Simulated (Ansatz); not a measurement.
The relaxed structure here is a generated cell of WS2: the first start was made by placing the elements on the sites of a structure type, and the end was not matched to a known phase here, so it may be hypothetical. Known forms of WS2 include space group No. 194.

One starting cell of WS₂ (a generated trial cell of WS2 in the AFLOW prototype A2B_tI12_140_h_a (C16, as in Al2Cu)) was relaxed twice with Ansatz (plane waves, PAW, scalar-relativistic): with r2SCAN at 500 eV and with PBE at 420 eV. The r2SCAN result:

WS₂ has the tetragonal space group I4/mcm (No. 140), Pearson symbol tI12. Conventional cell: a = b = 5.7675 Å, c = 5.6413 Å, α = β = γ = 90.00°. S on 8h is coordinated by 4 W at 2.558 Å. W on 4a has 8 S at 2.558 Å. (Neighbours: up to the widest gap in distance over summed covalent radii, below 1.35, at either atom; cation-cation and far metal-metal contacts left out.)
(The calculation used a cell of 6 atoms; values per cell refer to that cell.)

```tsv
quantity	r2SCAN	PBE
space group	I4/mcm	I4/mcm
volume (Å³/atom)	15.64	(withheld)
a (Å)	5.767	(withheld)
c (Å)	5.641	(withheld)
gap (eV, no spin-orbit coupling)	0.00	(withheld)
```

Fill in the PBE column.


- volume (Å³/atom), PBE: 15.78
- a (Å), PBE: 5.777
- c (Å), PBE: 5.673
- gap (eV, no spin-orbit coupling), PBE: 0.00

Both levels end in the same structure; PBE's volume is 0.9 % larger. Neither column is exact.

No spin polarisation in the result. A magnetic state may lie lower.

The run could not lose the symmetry of its start: the end is stationary, and may be a saddle point rather than a minimum.

Ansatz is a first-principles code.
